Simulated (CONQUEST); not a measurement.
A self-consistent single point of InBi (P4/nmm, 4 atoms in the cell; from Materials Project mp-23313, changed as shown) with CONQUEST.

Computed with PBEsol, numerical atomic orbitals double-zeta with polarisation (the shipped basis), PseudoDojo norm-conserving potentials made for PBEsol in CONQUEST 1.3.

The change in words: lattice scaled by 0.97; Grid.GridCutoff: 175 Ha → 105 Ha. Reference geometry (P4/nmm):
```
CELL_PARAMETERS angstrom
      5.03015     0.00000     0.00000
      0.00000     5.03015     0.00000
      0.00000     0.00000     5.34918
ATOMIC_POSITIONS crystal
  In 0.50000 0.50000 0.00000
  In 0.00000 0.00000 0.00000
  Bi 0.50000 0.00000 0.36001
  Bi 0.00000 0.50000 0.63999
```

Reference input (self-consistent single point, DFT, PBEsol, numerical atomic orbitals double-zeta with polarisation (the shipped basis), PseudoDojo norm-conserving potentials made for PBEsol): basis = DZP; Diag.MPMeshX, Y, Z = 5 5 4; potentials = PseudoDojo norm-conserving PBEsol; Grid.GridCutoff = 175 Ha; DM.SolutionMethod = diagon; Diag.kT = 0.003675 Ha; Diag.GammaCentred = true; minE.SCTolerance = 1.0e-06; SC.MaxIters = 100; SC.LinearMixingFactor = 0.5; SC.KerkerPreCondition = true; SC.KerkerFactor = 0.3 1/bohr. This run's input differs from it in these lines:

```diff
@@ -13,3 +13,3 @@
 
-Grid.GridCutoff                175
+Grid.GridCutoff                105
 DM.SolutionMethod              diagon
@@ -30,5 +30,5 @@
 # file: input.coords
-     9.505611535      0.000000000      0.000000000
-     0.000000000      9.505611535      0.000000000
-     0.000000000      0.000000000     10.108487081
+     9.220442414      0.000000000      0.000000000
+     0.000000000      9.220442414      0.000000000
+     0.000000000      0.000000000      9.805233281
 4
```

Output (repeated stretches shortened):

```
    PulayMixSC: Starting Pulay mixing, A_up =  0.500 A_dn =  0.500
    PulayMixSC: Spin non-polarised calculation.
    PulayMixSC: with Kerker preconditioning, q0 =  0.300
          Harris-Foulkes Energy            :      -296.419680846204983 Ha
          Free Energy (E-TS)               :      -296.421401236732720 Ha
    PulayMixSC: Pulay iteration     1 residual:              0.10783E-02
          Harris-Foulkes Energy            :      -296.414704202009148 Ha
          Free Energy (E-TS)               :      -296.416443383372325 Ha
    PulayMixSC: Pulay iteration     2 residual:              0.74081E-03
   [... lines left out ...]
          Free Energy (E-TS)               :      -296.411193204661458 Ha
    PulayMixSC: Pulay iteration     8 residual:              0.40043E-05
          Harris-Foulkes Energy            :      -296.409422983575098 Ha
          Free Energy (E-TS)               :      -296.411192906652502 Ha
    PulayMixSC: Pulay iteration     9 residual:              0.13011E-05
          Harris-Foulkes Energy            :      -296.409422697909292 Ha
          Free Energy (E-TS)               :      -296.411192748129110 Ha
    PulayMixSC: Pulay iteration    10 residual:              0.71056E-06
    PulayMixSC: Reached SCF tolerance of  0.71056E-06 after     10 iterations
      | Number of electrons      =        56.000097
      | GS Energy as E-(1/2)TS   =      -296.410307723019173 Ha
      | Free Energy as E-TS      =      -296.411192748129110 Ha
      |* Harris-Foulkes energy   =      -296.409422697909292 Ha
      |* DFT total energy        =      -296.409422687965673 Ha

    force: Forces on atoms (Ha/a0)
    force:  Atom   X              Y              Z
    force:     1  -0.0000000000  -0.0000000000  -0.0000000000
    force:     2  -0.0000000000  -0.0000000000  -0.0000000000
    force:     3  -0.0000000000   0.0000000000   0.0076716439
    force:     4  -0.0000000000  -0.0000000000  -0.0076716439

    force: Maximum force :        0.00767164(Ha/a0) on atom         4 in z direction
    force: Force Residual:        0.00542467 Ha/a0
    force: Total stress:         -0.27832400     0.00000000     0.00000000 GPa
                             0.00000000    -0.27832400     0.00000000
                             0.00000000     0.00000000     0.10798949
    force: Average pressure:      0.14955284 GPa

    get_E_and_F: Change in energy during last step of electronic optimisation:  0.28567E-06
```

The run converged in 10 iterations. CONQUEST prints the stress tensor with tension positive. Against the reference run the free energy falls by 33.7 meV/atom, the pressure goes from -3.39 to 0.15 GPa and the largest force goes from under 0.1 to 0.39 eV/Å.

The program uses no crystal symmetry, so grid and mesh can part values that symmetry would make equal. The atom-centred basis is finite, which shifts total energies, pressures and forces against plane waves. This run is one point of a test of settings, so its values need not be converged; read them against the reference run alone. The structure comes from a collection of computed structures, made at another level of theory; the collection holds predicted forms beside known ones. Its lattice was then scaled. No clean gap shows at this smearing width and mesh (spacing up to 0.30 Å⁻¹); the mesh is coarse for partly filled bands, so the values carry mesh errors. Semi-local functionals can close small gaps.

Cost on one core: very roughly 40 core-seconds.
